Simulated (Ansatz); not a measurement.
A relaxed structure of HfO2. Calculation: PBEsol (plane waves to 420 eV, PAW, scalar-relativistic; Ansatz, a quantum-chemistry and plane-wave program).

```cif
data_Hf4O8
_chemical_formula_sum 'Hf4 O8'
_space_group_name_H-M_alt 'P 1'
_space_group_IT_number 1
_cell_length_a 5.22895
_cell_length_b 5.01801
_cell_length_c 5.04222
_cell_angle_alpha 90.000
_cell_angle_beta 90.000
_cell_angle_gamma 90.000
loop_
_space_group_symop_operation_xyz
  'x, y, z'
loop_
_atom_site_label
_atom_site_type_symbol
_atom_site_fract_x
_atom_site_fract_y
_atom_site_fract_z
_atom_site_occupancy
Hf1 Hf 0.03290 0.26755 0.24736 1
Hf2 Hf 0.96710 0.73245 0.74736 1
Hf3 Hf 0.53290 0.73245 0.24736 1
Hf4 Hf 0.46710 0.26755 0.74736 1
O1 O 0.36801 0.07170 0.10976 1
O2 O 0.63199 0.92830 0.60976 1
O3 O 0.86801 0.92830 0.10976 1
O4 O 0.13199 0.07170 0.60976 1
O5 O 0.23396 0.54030 0.99888 1
O6 O 0.76604 0.45970 0.49888 1
O7 O 0.73396 0.45970 0.99888 1
O8 O 0.26604 0.54030 0.49888 1
```

Task: Determine the symmetry and give the standard cell with its independent sites.

Result: Space group Pca2₁ (No. 29); a = 5.229 Å, b = 5.018 Å, c = 5.042 Å, α = β = γ = 90.00°

```json
[
 {"atom": "Hf", "site": "4a", "symmetry": "1", "x": "0.0329", "y": "0.2676", "z": "0.2474"},
 {"atom": "O", "site": "4a", "symmetry": "1", "x": "0.3680", "y": "0.0717", "z": "0.1098"},
 {"atom": "O", "site": "4a", "symmetry": "1", "x": "0.2660", "y": "0.5403", "z": "0.4989"}
]
```

Task: Give the shortest distances between elements (the closest pairs, up to four, under 3.6 Å).

Result: Hf–O 2.03 Å; O–O 2.52 Å; Hf–Hf 3.39 Å.

- Volume per atom: 11.03 Å³
- Band gap: 4.36 eV, indirect (valence top at Γ, conduction bottom at k = (0.2, -0.5, 0.4)) (no spin-orbit coupling)
- Smallest direct gap: 4.58 eV at Y

No spin polarisation in the result.

The run could not lose the symmetry of its start.

The first start was generated by placing the elements on the sites of a structure type. Materials Project lists a structure of HfO2 in the same space group, Pca2₁ (No. 29); the sites were not compared with it, nor with measured phases.
